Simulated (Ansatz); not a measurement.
A relaxation computed with Ansatz, from input to last step.

```yaml
crystal:
  lattice:
    - [6.0422132272, 0.0, 0.0]
    - [0.0, 6.0422132272, 0.0]
    - [0.0, 0.0, 3.8917955897]
  atoms:
    - { symbol: Ca, position: [0.0, 0.0, 0.0] }
    - { symbol: Ca, position: [0.5, 0.5, 0.5] }
    - { symbol: Sc, position: [0.306, 0.306, 0.0] }
    - { symbol: Sc, position: [0.194, 0.806, 0.5] }
    - { symbol: Sc, position: [0.694, 0.694, 0.0] }
    - { symbol: Sc, position: [0.806, 0.194, 0.5] }
basis:
  ecutwfc: 420
kpoints:
  mp_grid: { grid: [4, 4, 4] }
hamiltonian:
  xc: pbe
scf:
  occupations: { method: gaussian, width: 0.1 }
  lower_state_search: "off"
output:
  forces: true
  stress: true
  eigenvalues: true
relax:
  adjacent_minimum: "off"
  f_tol: 0.04
  max_steps: 70
  cell: { stress_tol: 0.4 }
```

```bash
ansatz run input.yaml --threads 1 --pin off --max-ram 2560MiB --backend cpu --events-out ev --progress --plain --runs-dir out
```

Computed with DFT PBE, scalar-relativistic, plane waves, PAW in Ansatz 0.2.0.

Of 15 frames 10 are shown, positions in Å and forces in eV/Å; the SCF threshold varies from step to step. Steps run on the plane waves of an earlier cell, with a Pulay correction in the pressure. The basis is chosen afresh for the last frame, the zero of the energies, and at times for earlier ones too; energy and pressure step there, also at an unchanged geometry. Here that happened at step 11 (-49 meV/atom, 2.1 GPa); the frames before carry an error of that size. The mark taken_back stands on steps that the optimiser undid.

```xyz
6
Lattice="6.0422 0.0000 0.0000 0.0000 6.0422 0.0000 0.0000 0.0000 3.8918" Properties=species:S:1:pos:R:3:forces:R:3 pbc="T T T" step=1 free_energy_over_end_meV_per_atom=606.15 pressure_GPa=8.80
Ca    0.0000    0.0000    0.0000    0.0000    0.0000    0.0000
Ca    3.0211    3.0211    1.9459    0.0000    0.0000    0.0000
Sc    1.8489    1.8489    0.0000   -0.6898   -0.6898    0.0000
Sc    1.1722    4.8700    1.9459    0.6898   -0.6898    0.0000
Sc    4.1933    4.1933    0.0000    0.6898    0.6898    0.0000
Sc    4.8700    1.1722    1.9459   -0.6898    0.6898    0.0000
6
Lattice="6.6283 0.0000 0.0000 0.0000 6.6283 0.0000 0.0000 0.0000 4.1187" Properties=species:S:1:pos:R:3:forces:R:3 pbc="T T T" step=3 free_energy_over_end_meV_per_atom=344.33 pressure_GPa=2.28
Ca    0.0000    0.0000    0.0000    0.0000    0.0000    0.0000
Ca    3.3141    3.3141    2.0593    0.0000    0.0000    0.0000
Sc    1.9273    1.9273    0.0000   -0.0957   -0.0957    0.0000
Sc    1.3868    5.2415    2.0593    0.0957   -0.0957    0.0000
Sc    4.7009    4.7009    0.0000    0.0957    0.0957    0.0000
Sc    5.2415    1.3868    2.0593   -0.0957    0.0957    0.0000
6
Lattice="6.9229 0.0000 0.0000 0.0000 6.9229 0.0000 0.0000 0.0000 4.0524" Properties=species:S:1:pos:R:3:forces:R:3 pbc="T T T" step=4 free_energy_over_end_meV_per_atom=287.15 pressure_GPa=0.40
Ca    0.0000    0.0000    0.0000    0.0000    0.0000    0.0000
Ca    3.4615    3.4615    2.0262    0.0000    0.0000    0.0000
Sc    1.9633    1.9633    0.0000   -0.0736   -0.0736    0.0000
Sc    1.4981    5.4248    2.0262    0.0736   -0.0736    0.0000
Sc    4.9596    4.9596    0.0000    0.0736    0.0736    0.0000
Sc    5.4248    1.4981    2.0262   -0.0736    0.0736    0.0000
6
Lattice="7.3616 0.0000 0.0000 0.0000 7.3616 0.0000 0.0000 0.0000 3.6743" Properties=species:S:1:pos:R:3:forces:R:3 pbc="T T T" step=6 free_energy_over_end_meV_per_atom=158.16 pressure_GPa=-0.66
Ca    0.0000    0.0000    0.0000    0.0000    0.0000    0.0000
Ca    3.6808    3.6808    1.8372    0.0000    0.0000    0.0000
Sc    1.9719    1.9719    0.0000   -0.0295   -0.0295    0.0000
Sc    1.7089    5.6527    1.8372    0.0295   -0.0295    0.0000
Sc    5.3897    5.3897    0.0000    0.0295    0.0295    0.0000
Sc    5.6527    1.7089    1.8372   -0.0295    0.0295    0.0000
6
Lattice="7.4714 0.0000 0.0000 0.0000 7.4714 0.0000 0.0000 0.0000 3.4849" Properties=species:S:1:pos:R:3:forces:R:3 pbc="T T T" step=7 free_energy_over_end_meV_per_atom=113.66 pressure_GPa=-0.14
Ca    0.0000    0.0000    0.0000    0.0000    0.0000    0.0000
Ca    3.7357    3.7357    1.7425    0.0000    0.0000    0.0000
Sc    1.9662    1.9662    0.0000   -0.0606   -0.0606    0.0000
Sc    1.7695    5.7019    1.7425    0.0606   -0.0606    0.0000
Sc    5.5052    5.5052    0.0000    0.0606    0.0606    0.0000
Sc    5.7019    1.7695    1.7425   -0.0606    0.0606    0.0000
6
Lattice="7.7160 0.0000 0.0000 0.0000 7.7160 0.0000 0.0000 0.0000 3.2521" Properties=species:S:1:pos:R:3:forces:R:3 pbc="T T T" step=9 free_energy_over_end_meV_per_atom=90.16 pressure_GPa=-0.57 taken_back
Ca    0.0000    0.0000    0.0000    0.0000    0.0000    0.0000
Ca    3.8580    3.8580    1.6260    0.0000    0.0000    0.0000
Sc    1.9809    1.9809    0.0000   -0.0633   -0.0633    0.0000
Sc    1.8771    5.8389    1.6260    0.0633   -0.0633    0.0000
Sc    5.7351    5.7351    0.0000    0.0633    0.0633    0.0000
Sc    5.8389    1.8771    1.6260   -0.0633    0.0633    0.0000
6
Lattice="7.6535 0.0000 0.0000 0.0000 7.6535 0.0000 0.0000 0.0000 3.2655" Properties=species:S:1:pos:R:3:forces:R:3 pbc="T T T" step=10 free_energy_over_end_meV_per_atom=88.23 pressure_GPa=-0.02
Ca    0.0000    0.0000    0.0000    0.0000    0.0000    0.0000
Ca    3.8267    3.8267    1.6328    0.0000    0.0000    0.0000
Sc    1.9536    1.9536    0.0000    0.0328    0.0328    0.0000
Sc    1.8731    5.7804    1.6328   -0.0328    0.0328    0.0000
Sc    5.6998    5.6998    0.0000   -0.0328   -0.0328    0.0000
Sc    5.7804    1.8731    1.6328    0.0328   -0.0328    0.0000
6
Lattice="7.8045 0.0000 0.0000 0.0000 7.8045 0.0000 0.0000 0.0000 3.2451" Properties=species:S:1:pos:R:3:forces:R:3 pbc="T T T" step=12 free_energy_over_end_meV_per_atom=18.90 pressure_GPa=1.41
Ca    0.0000    0.0000    0.0000    0.0000    0.0000    0.0000
Ca    3.9023    3.9023    1.6225    0.0000    0.0000    0.0000
Sc    1.9883    1.9883    0.0000    0.0159    0.0159    0.0000
Sc    1.9139    5.8906    1.6225   -0.0159    0.0159    0.0000
Sc    5.8162    5.8162    0.0000   -0.0159   -0.0159    0.0000
Sc    5.8906    1.9139    1.6225    0.0159   -0.0159    0.0000
6
Lattice="8.0254 0.0000 0.0000 0.0000 8.0254 0.0000 0.0000 0.0000 3.2205" Properties=species:S:1:pos:R:3:forces:R:3 pbc="T T T" step=13 free_energy_over_end_meV_per_atom=2.93 pressure_GPa=0.46
Ca    0.0000    0.0000    0.0000    0.0000    0.0000    0.0000
Ca    4.0127    4.0127    1.6102    0.0000    0.0000    0.0000
Sc    2.0357    2.0357    0.0000    0.0235    0.0235    0.0000
Sc    1.9770    6.0484    1.6102   -0.0235    0.0235    0.0000
Sc    5.9897    5.9897    0.0000   -0.0235   -0.0235    0.0000
Sc    6.0484    1.9770    1.6102    0.0235   -0.0235    0.0000
6
Lattice="8.1511 0.0000 0.0000 0.0000 8.1511 0.0000 0.0000 0.0000 3.1969" Properties=species:S:1:pos:R:3:forces:R:3 pbc="T T T" step=15 free_energy_over_end_meV_per_atom=0.00 pressure_GPa=0.11
Ca    0.0000    0.0000    0.0000    0.0000    0.0000    0.0000
Ca    4.0755    4.0755    1.5984    0.0000    0.0000    0.0000
Sc    2.0691    2.0691    0.0000   -0.0033   -0.0033    0.0000
Sc    2.0065    6.1446    1.5984    0.0033   -0.0033    0.0000
Sc    6.0820    6.0820    0.0000    0.0033    0.0033    0.0000
Sc    6.1446    2.0065    1.5984   -0.0033    0.0033    0.0000
```

The start puts this composition into another compound's structure type, which needn't suit it. The cell swells from 23.7 to 35.4 Å³ an atom, so the end can be far from any stable crystal. At the end the space group is P4_2/mnm (tolerance 0.05 Å).

It took 2.3 min on 1 thread of Arm Neoverse V1, with other jobs on the host, peak memory 0.49 GiB.

The k mesh is coarse. Spin polarisation was left out, and a magnetic state may lie lower.